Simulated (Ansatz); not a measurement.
BAs (wurtzite, space group No. 186), plane-wave PAW LDA (Ansatz code). The conduction-band minimum lies at M, with 3 equivalent valleys. Second derivatives d²E/dk² of the lowest band at one valley (eV·Å²), along Cartesian directions:

```tsv
direction	d²E/dk²
[100]	61.74
[010]	5.405
[001]	6.238
[110]	33.58
[101]	34.00
[011]	5.820
```

Problem. Find the principal effective masses, the density-of-states mass and the conductivity mass.

Solution. Off-diagonal terms follow from H_xy = H[110] − (H_xx + H_yy)/2, and m*/mₑ = 7.620 eV·Å² over each eigenvalue: 0.12, 1.2, 1.4. One valley's DOS mass (m₁m₂m₃)^(1/3) = 0.60, conductivity mass 3/(Σ 1/mᵢ) = 0.31 mₑ.

Problem. What effective density of states Nc follows at 300 K for parabolic valleys?

Solution. Nc = 2.509e19 × 3 × (0.60)^(3/2) ≈ 3.5e19 cm⁻³.

Problem. With the computed static dielectric constant 9.69 (mean of the diagonal), estimate a hydrogenic donor's binding energy and radius.

Solution. E = 13.606 eV × 0.31/9.69² ≈ 45 meV; a = 0.529 Å × ε/m* ≈ 17 Å. Semilocal masses tend to be too small where the gap is.

Space group P6_3mc (wurtzite). The first step of the workflow began from a Materials Project structure, measured or hypothetical; the Crystallography Open Database copy checked does not list it. It is not the phase usual at ambient conditions (space group No. 216). The cell was relaxed with LDA under the symmetry of its start; phonons on a q-mesh show no instability. Spin–orbit coupling is left out wherever it is not named.

Potentials: the later of the program's two PAW sets.
